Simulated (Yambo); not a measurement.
CdS (zinc blende, space group F-43m, No. 216); a = 4.1188 Å, b = 4.1188 Å, c = 4.1188 Å, α = 60.00°, β = 60.00°, γ = 60.00°. With the G0W0 scissor the direct gap on the mesh is 2.18 eV.

**Question.** Does this run resolve the lowest exciton, and if so, what are its energy and binding? (Yambo, PBEsol bands; 6×6×6 mesh, 6 valence and 4 conduction bands, static screening with 60 bands and a 4 Ry block, scissor 1.19 eV, Tamm-Dancoff.)

**Answer.** No. The lowest state covers only about 1 of the 216 k points, so the mesh doesn't resolve it: its energy and its distance from the direct gap are mesh artefacts. An extended exciton needs a far denser mesh. The scissor comes from a G0W0 run whose convergence isn't established. 

Spin-orbit coupling is included.

Geometry relaxed with PBEsol.
